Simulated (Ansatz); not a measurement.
# WS2 with Se replacing S, one structure, two calculations

Cell: a supercell of WS2 (space group P6_3/mmc) built from a COD entry, with the ions relaxed around the defect (PBE).

```yaml
crystal:
  lattice:
    - [6.36000, 0.00000, 0.00000]
    - [-4.77000, 8.26188, 0.00000]
    - [0.00000, 0.00000, 12.50000]
  atoms:
    - { symbol: W, position: [0.16664, 0.22225, 0.24933] }
    - { symbol: W, position: [0.16657, 0.55563, 0.24920] }
    - { symbol: W, position: [0.16660, 0.88884, 0.24920] }
    - { symbol: W, position: [0.66673, 0.22236, 0.24915] }
    - { symbol: W, position: [0.66678, 0.55563, 0.24921] }
    - { symbol: W, position: [0.66655, 0.88881, 0.24920] }
    - { symbol: W, position: [0.33448, 0.11013, 0.75124] }
    - { symbol: W, position: [0.33486, 0.44639, 0.75113] }
    - { symbol: W, position: [0.33299, 0.77749, 0.75224] }
    - { symbol: W, position: [0.83074, 0.11004, 0.75123] }
    - { symbol: W, position: [0.83337, 0.44447, 0.75152] }
    - { symbol: W, position: [0.83370, 0.77796, 0.75191] }
    - { symbol: Se, position: [0.16667, 0.22218, 0.61247] }
    - { symbol: S, position: [0.16666, 0.55668, 0.62617] }
    - { symbol: S, position: [0.16662, 0.88769, 0.62632] }
    - { symbol: S, position: [0.66677, 0.22229, 0.62593] }
    - { symbol: S, position: [0.66856, 0.55685, 0.62610] }
    - { symbol: S, position: [0.66487, 0.88749, 0.62633] }
    - { symbol: S, position: [0.33323, 0.11117, 0.12374] }
    - { symbol: S, position: [0.33328, 0.44441, 0.12377] }
    - { symbol: S, position: [0.33328, 0.77778, 0.12368] }
    - { symbol: S, position: [0.83343, 0.11115, 0.12375] }
    - { symbol: S, position: [0.83332, 0.44450, 0.12367] }
    - { symbol: S, position: [0.83332, 0.77780, 0.12370] }
    - { symbol: S, position: [0.16683, 0.22239, 0.87486] }
    - { symbol: S, position: [0.16615, 0.55509, 0.87735] }
    - { symbol: S, position: [0.16670, 0.88898, 0.87755] }
    - { symbol: S, position: [0.66673, 0.22225, 0.87710] }
    - { symbol: S, position: [0.66695, 0.55558, 0.87719] }
    - { symbol: S, position: [0.66678, 0.88886, 0.87751] }
    - { symbol: S, position: [0.33352, 0.11101, 0.37464] }
    - { symbol: S, position: [0.33354, 0.44478, 0.37467] }
    - { symbol: S, position: [0.33325, 0.77777, 0.37476] }
    - { symbol: S, position: [0.83288, 0.11099, 0.37464] }
    - { symbol: S, position: [0.83334, 0.44452, 0.37478] }
    - { symbol: S, position: [0.83332, 0.77778, 0.37477] }
```

Atoms are numbered from 1 in the order listed; like atoms form one site, named after its first atom.

First run. Computed with Ansatz: DFT, PBE, plane waves and PAW, scalar-relativistic, 420 eV cutoff, Γ-centred 4×3×2 k-points, Fermi–Dirac smearing 0.01 eV.

```json
{"site": "W1", "atom": "1", "V_zz (10²¹ V/m²)": "-17.55", "η": "0.00"}
{"site": "W2", "atom": "2", "V_zz (10²¹ V/m²)": "-17.58", "η": "0.01"}
{"site": "W4", "atom": "4", "V_zz (10²¹ V/m²)": "-17.56", "η": "0.00"}
{"site": "W5", "atom": "5", "V_zz (10²¹ V/m²)": "-17.60", "η": "0.00"}
{"site": "W7", "atom": "7", "V_zz (10²¹ V/m²)": "-17.13", "η": "0.09"}
{"site": "W8", "atom": "8", "V_zz (10²¹ V/m²)": "-17.02", "η": "0.09"}
{"site": "W9", "atom": "9", "V_zz (10²¹ V/m²)": "-17.62", "η": "0.04"}
{"site": "W10", "atom": "10", "V_zz (10²¹ V/m²)": "-17.10", "η": "0.09"}
{"site": "W11", "atom": "11", "V_zz (10²¹ V/m²)": "-17.32", "η": "0.04"}
{"site": "W12", "atom": "12", "V_zz (10²¹ V/m²)": "-17.44", "η": "0.07"}
{"site": "Se", "atom": "13", "V_zz (10²¹ V/m²)": "-5.70", "η": "0.00"}
{"site": "S25", "atom": "25", "V_zz (10²¹ V/m²)": "-4.61", "η": "0.01"}
{"site": "S31", "atom": "31", "V_zz (10²¹ V/m²)": "-4.48", "η": "0.01"}
{"site": "S32", "atom": "32", "V_zz (10²¹ V/m²)": "-4.49", "η": "0.01"}
```

Second run. The same atoms and settings, except that the functional is r2SCAN and the cutoff is 500 eV.

Question: Given the first result, estimate the second.

Answer: 

```
site  atom    V_zz     η  change of V_zz
  W1     1  -17.44  0.00           +0.11
  W2     2  -17.47  0.00           +0.11
  W4     4  -17.46  0.00           +0.10
  W5     5  -17.48  0.00           +0.12
  W7     7  -17.06  0.10           +0.07
  W8     8  -16.95  0.10           +0.07
  W9     9  -17.53  0.03           +0.09
 W10    10  -17.04  0.10           +0.06
 W11    11  -17.22  0.04           +0.10
 W12    12  -17.35  0.06           +0.09
  Se    13   -6.03  0.00           -0.33
 S25    25   -4.65  0.01           -0.04
 S31    31   -4.55  0.01           -0.07
 S32    32   -4.56  0.01           -0.07
```

The largest change of V_zz is on Se, from -5.70 to -6.03. In per cent, |V_zz| changes by -1 to 0 on W, +6 on Se, +1 to +2 on S (all sites that start above 0.5). The table leaves out 16 of the 30 sites, with |V_zz| up to 4.76; their tensors move by 0.07 at most along any direction. The statements above cover all sites.

The defect repeats with the cell of 36 atoms, so it feels its images: sites between two images don't show the values beside a lone defect, and zeros or small values of η there can come from the images' arrangement. S and W carry a gradient in the pure host already, so the values there aren't the defect's effect alone. The shape of the repeated cell lowers the symmetry of the defect's site from 3m to 1, so η and the spread among like neighbours partly reflect the cell. Without spin–orbit coupling the gradients at and beside W can be off by some per cent, at some sites by more.
